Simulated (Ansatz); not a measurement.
**Where the states of Ag lie**

Space group P6_3/mmc (No. 194). a = 2.886 Å, b = 2.886 Å, c = 10.000 Å, α = 90.00°, β = 90.00°, γ = 120.00°
```tsv
atom	site	symmetry	x	y	z
Ag	2c	-6m2	0.3333	0.6667	0.2500
Ag	2a	-3m.	0.0000	0.0000	0.0000
```

The runs use the primitive cell with vectors (2.886, 0.000, 0.000), (-1.443, 2.500, 0.000), (0.000, 0.000, 10.000) Å, to which the k mesh refers.

It takes space group P6_3/mmc (No. 194, hexagonal). The conventional cell has a = 2.886 Å, b = 2.886 Å, c = 10.000 Å, α = 90.00°, β = 90.00°, γ = 120.00°. Around Ag (site symmetry -6m2) lie 12 Ag at 2.89 to 3.00 Å. Ag (site symmetry -3m) has 12 Ag at 2.89 to 3.00 Å as nearest neighbours.

The cell comes from COD entry 1509194, which wasn't checked; take it as a given geometry.

Theory: DFT, LDA, all-electron LAPW, scalar-relativistic in Ansatz 0.2.0.

Settings: a Γ-centred 14×14×4 k mesh, Fermi–Dirac smearing of 0.08 eV, basis error target 0.5 meV/atom, no spin polarisation.

States per eV and cell, averaged over 0.4 eV, from -5.8 to 3.6 eV, with energies (bin centres) from the Fermi level; empty bins are left out. The partial columns, the largest 2 alone, are projections on Löwdin-orthogonalised atomic shells (those that the program's projection atoms carry: the occupied ones and, for some elements, an empty d or f shell; other empty shells have no column), summed over atoms of an element. Weights on diffuse s and p shells depend on that basis and aren't pure angular character.

```csv
E (eV),total,Ag 4d,Ag 5s
-5.7,10.21,8.46,1.71
-5.3,12.45,11.47,0.92
-4.9,11.85,11.36,0.41
-4.5,11.65,11.16,0.41
-4.1,13.92,13.30,0.50
-3.7,12.50,12.04,0.36
-3.3,12.44,12.11,0.26
-2.9,14.65,14.39,0.23
-2.5,1.95,1.57,0.37
-2.1,0.94,0.48,0.42
-1.7,0.95,0.40,0.50
-1.3,0.94,0.32,0.54
-0.9,0.99,0.28,0.59
-0.5,1.06,0.24,0.62
-0.1,1.16,0.21,0.65
0.3,1.18,0.18,0.63
0.7,1.12,0.15,0.57
1.1,1.11,0.12,0.54
1.5,1.04,0.10,0.47
1.9,1.07,0.08,0.43
2.3,1.09,0.08,0.43
2.7,1.02,0.07,0.42
3.1,1.03,0.06,0.42
3.5,0.99,0.05,0.39
```

Where is the centre of the filled Ag 4d states between -14 eV and the top of the filled states?

-4.13 eV from the Fermi level.
